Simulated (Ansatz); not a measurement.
Sc (hcp, Mg type)

```
CELL_PARAMETERS angstrom
      3.32949     0.00000     0.00000
     -1.66475     2.88342     0.00000
      0.00000     0.00000     5.19194
ATOMIC_POSITIONS crystal
  Sc 0.33333 0.66667 0.75000
  Sc 0.66667 0.33333 0.25000
```

Method: r2SCAN (plane waves to 500 eV, PAW, scalar-relativistic; Ansatz, a first-principles code). DFPT wavenumbers on a 16×16×10 k mesh, in cm⁻¹ and rounded to 5; i marks imaginary ones, q is in fractions of the reciprocal vectors of the cell shown, and the three acoustic modes at Γ are left out. Sc is run without spin polarisation. Sc was relaxed with its symmetry unable to fall.

Q: Is the structure dynamically stable at Γ, M = (0.5, 0.0, 0.0), A = (0.0, 0.0, 0.5), L = (0.5, 0.0, 0.5)?

A: No imaginary mode at these points (lowest 95 cm⁻¹ at A = (0.0, 0.0, 0.5)); other wave vectors were not tested.

Q: Predict the phonon wavenumbers at Γ, M = (0.5, 0.0, 0.0), A = (0.0, 0.0, 0.5), L = (0.5, 0.0, 0.5).

A: 
```csv
q,wavenumbers (cm⁻¹)
Γ,"130 (×2), 235"
"M = (0.5, 0.0, 0.0)","115, 135, 195, 210, 220, 225"
"A = (0.0, 0.0, 0.5)","95 (×4), 160 (×2)"
"L = (0.5, 0.0, 0.5)","115 (×2), 165 (×2), 200 (×2)"
```
